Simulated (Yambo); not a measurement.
CaC2 (space group C2/c, No. 15), G0W0@LDA (Yambo, plasmon pole, terminator in G, 4×4×2 mesh): gap (0.25, -0.25, 0) → (-0.5, -0.5, 0) in eV by bands and screening block.

| bands (W and G) | 2 Ry | 3 Ry | 4 Ry | 6 Ry | 7 Ry |
|---|---|---|---|---|---|
| 36 | 3.98 | 4.02 | 4.09 | 4.16 | 4.20 |
| 54 | 3.67 | 3.70 | 3.78 | 3.86 | 3.91 |
| 79 | (withheld) | 3.63 | 3.74 | 3.83 | 3.88 |
| 109 | 3.58 | 3.60 | 3.70 | 3.80 | 3.86 |
| 140 | 3.58 | (withheld) | (withheld) | 3.79 | 3.85 |

### Question
Estimate the withheld gaps from their neighbours; the computed values follow.

### Answer

- 79, 2 Ry: 3.61
- 140, 3 Ry: 3.59
- 140, 4 Ry: 3.69

The largest settings aren't shown to be the converged limit.

Geometry of the Materials Project entry, not relaxed at this level; primitive cell a = b = 3.8997 Å, c = 7.3841 Å, α = β = 104.58°, γ = 64.51°.

The structure is a Materials Project entry; no match was found in the copy of COD used, and its stability was not checked.
